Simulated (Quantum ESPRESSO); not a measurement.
Band energies of K₃CoF₆

```
CELL_PARAMETERS angstrom
      0.00000     4.27667     4.27667
      4.27667     0.00000     4.27667
      4.27667     4.27667     0.00000
ATOMIC_POSITIONS crystal
  F  0.78501 0.21499 0.21499
  F  0.21499 0.78501 0.78501
  F  0.21499 0.78501 0.21499
  F  0.78501 0.21499 0.78501
  F  0.21499 0.21499 0.78501
  F  0.78501 0.78501 0.21499
  K  0.25000 0.25000 0.25000
  K  0.75000 0.75000 0.75000
  K  0.50000 0.50000 0.50000
  Co 0.00000 0.00000 0.00000
```

norm-conserving LDA (Quantum ESPRESSO, 96 Ry, without SOC); path ΓXWKΓLUWLK,UX; energies in eV from the valence-band maximum.

```
k (1/Å)  point  band 39  band 40  band 41  band 42  band 43  band 44  band 45  band 46
-------  -----  -------  -------  -------  -------  -------  -------  -------  -------
0.00         Γ    -2.91    -2.91    -0.12    -0.12    -0.12     1.28     1.28     3.58
0.49              -3.12    -2.92    -0.15    -0.03    -0.03     1.28     1.29     4.94
0.73         X    -3.22    -2.92    -0.16     0.00     0.00     1.18     1.29     5.74
0.73         W    -3.04    -3.04    -0.07    -0.07     0.00     1.21     1.37     6.18
0.99         K    -3.15    -2.97    -0.11    -0.02    -0.01     1.23     1.35     6.00
1.19              -3.05    -3.03    -0.07    -0.06    -0.04     1.29     1.41     5.39
1.58              -2.93    -2.92    -0.11    -0.11    -0.10     1.30     1.32     3.83
1.77         Γ    -2.91    -2.91    -0.12    -0.12    -0.12     1.28     1.28     3.58
1.93              -2.93    -2.92    -0.11    -0.11    -0.11     1.30     1.30     3.75
2.25              -3.03    -2.99    -0.09    -0.06    -0.06     1.40     1.40     4.88
2.41         L    -3.05    -3.00    -0.08    -0.05    -0.05     1.41     1.41     5.58
2.63              -3.07    -3.01    -0.08    -0.05    -0.04     1.33     1.40     5.78
2.86         U    -3.15    -2.97    -0.11    -0.02    -0.01     1.23     1.35     6.00
2.86         W    -3.04    -3.04    -0.07    -0.07     0.00     1.21     1.37     6.18
3.12              -3.04    -3.03    -0.07    -0.06    -0.03     1.31     1.39     5.83
3.38         L    -3.05    -3.00    -0.08    -0.05    -0.05     1.41     1.41     5.58
3.60              -3.07    -3.01    -0.08    -0.05    -0.04     1.33     1.40     5.78
3.83         K    -3.15    -2.97    -0.11    -0.02    -0.01     1.23     1.35     6.00
3.83         U    -3.15    -2.97    -0.11    -0.02    -0.01     1.23     1.35     6.00
4.09         X    -3.22    -2.92    -0.16     0.00     0.00     1.18     1.29     5.74
```

The LDA gap is direct, 1.18 eV at X. Another valence extremum on the path lies within 0.02 eV, too close to call.

The 3d shell has no Hubbard U; the runs are without spin polarisation, and magnetic order was not tried.

Geometry of the Materials Project entry, not relaxed at this level.

The structure is a Materials Project entry; no match was found in the copy of COD used, and its stability was not checked.
